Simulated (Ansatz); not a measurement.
# Formation energy of HfN in the CsCl-type structure

Method: PBEsol, scalar-relativistic; no spin polarisation; PAW, 420 eV, 12×12×12 k-mesh, Gaussian smearing of 0.05 eV; code Ansatz. The datasets are Ansatz's generated set soft_2.

This is a trial structure; measured cells of the compound in the Crystallography Open Database are in space group Fm-3m (rock salt).

The structure is cubic, space group Pm-3m (No. 221). Conventional cell: a = 2.790 Å, b = 2.790 Å, c = 2.790 Å, α = 90.00°, β = 90.00°, γ = 90.00°. Hf (site symmetry m-3m) is surrounded by 8 N at 2.42 Å. N (site symmetry m-3m) has 8 Hf at 2.42 Å as nearest neighbours. (Neighbours are counted to 15 % beyond the shortest distance.)

The elements were computed in their standard states (gases as isolated molecules) with the same datasets, cutoff and functional. Total energies depend on the potentials used, so only differences within one code and one set of settings carry meaning.

Energy of the relaxed cell (2 atoms, smearing extrapolated to zero): -15978.298 eV. Elements, in eV/atom: Hf -15598.025, N -378.472.

**Question.** What is the formation energy?

**Answer.** [-15978.298 − (1 × -15598.025 + 1 × -378.472)] / 2 = -0.90 eV/atom, or -87 kJ per mole of atoms.

The value is for 0 K, without zero-point energy and without any correction for the binding of gas molecules. The functional's error in the binding of N₂ enters directly. A negative value shows stability against the elements alone, not against other compounds or structures.

With 31 valence electrons in the calculation's cell and no magnetic order, the bands, two electrons each, can't all be full or empty: band theory demands a metal. (Only strong correlation, outside this picture, could make a Mott insulator of it.) A formal count (Hf⁴⁺, N³⁻) leaves 1 electron a formula unit beyond the anions' closed shells. It goes into the bands above the anion p states, which fits the metal found.

No spin–orbit coupling, a notable omission for heavy elements. Spin polarisation wasn't tried.
